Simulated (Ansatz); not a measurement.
Computed with DFT PBE, scalar-relativistic, plane waves, PAW in Ansatz 0.2.0. All cells share a 420 eV cutoff and Γ-centred k meshes spaced at most about 0.3 Å⁻¹ (about 0.25 or finer for metals, 2π included). No spin polarisation in the final relaxations.

All energies are static (0 K, no zero-point motion).

Two forms of Sn3As were relaxed alike.

A.

```
Sn As
1.0
     6.64804    0.00000    0.00000
    -3.32402    5.75737    0.00000
     0.00000    0.00000    5.36472
Sn As
6 2
Direct
  0.34157 0.17079 0.75000
  0.82921 0.17079 0.75000
  0.82921 0.65843 0.75000
  0.65843 0.82921 0.25000
  0.17079 0.82921 0.25000
  0.17079 0.34157 0.25000
  0.66667 0.33333 0.25000
  0.33333 0.66667 0.75000
```

B.

```
Sn As
1.0
    -3.00102    3.00102    3.00102
     3.00102   -3.00102    3.00102
     3.00102    3.00102   -3.00102
Sn As
3 1
Direct
  0.00000 0.50000 0.50000
  0.50000 0.00000 0.50000
  0.50000 0.50000 0.00000
  0.00000 0.00000 0.00000
```

Question: Which form is favoured at zero pressure, and by what margin per atom?

Answer: B is lower, by 89 meV/atom. A has the Ni3Sn (D0_19) type, space group P6_3/mmc (No. 194), 25.7 Å³/atom and no gap on its mesh; B has space group Im-3m (No. 229), 27.0 Å³/atom and no gap. Counting Sn atoms around As (those within 1.25 times the shortest such distance or 1.15 times the sum of covalent radii, 1.27 where that leaves under three; the shortest distance is added where it exceeds 1.18 times the sum of covalent radii), A has As 12 from 3.3 Å and B has As 6. The lower one is the more open, so pressure narrows the difference. Even the lower one lies +0.05 eV/atom against the reference forms of the elements (uncorrected), so neither is stable at this level. In A, Sn has 8 Sn at 3.24–3.41 Å and 4 As at 3.27–3.32 Å; around As lie 12 Sn at 3.27–3.32 Å. In B, Sn is surrounded by 2 As at 3.00 Å and 4 Sn at 3.00 Å; around As lie 6 Sn at 3.00 Å. Both come from invented guesses.

In Im-3m an odd number of electrons in the primitive cell allows no gap without spin; a larger cell or a magnetic state could open one. A magnetic state wasn't ruled out in cells without spin, among them Im-3m. Cells relaxed within their symmetry can be saddle points.
